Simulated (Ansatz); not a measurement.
NbRu (rock salt, Fm-3m), DFT-PBEsol in the program Ansatz with PAW potentials, all energies at zero smearing, with the estimated change up to a 700 eV cutoff added, with one set of potentials and settings (totals compare only within such a set). Cell of 2 atoms (1 Ru, 1 Nb): -10311.105 eV.

```tsv
element	reference phase	E (eV/atom)
Ru	P6_3/mmc, 2 atoms in the cell	-5816.5026
Nb	Im-3m, 1 atoms in the cell	-4495.4542
```

Formation energy per atom, worked out: (-10311.105 − 1×(-5816.5026) − 1×(-4495.4542))/2 = 0.426 eV/atom (41 kJ per mol of atoms), at 0 K, without zero-point energy or fitted corrections.

The start of the workflow was typed in or built on a structure type; neither database checked (COD, Materials Project) lists it. COD files the formula under space group No. 123, 221. Its standing as an ambient phase is unchecked. The PBEsol relaxation kept the symmetry of its start. At this level the phase is mechanically unstable. No spin polarisation was allowed. Its formation energy is positive at this level, so the cell may be metastable or incomplete. The references are the lowest solids computed at this level, not always the standard phases.

Potentials: the later of the program's two PAW sets.
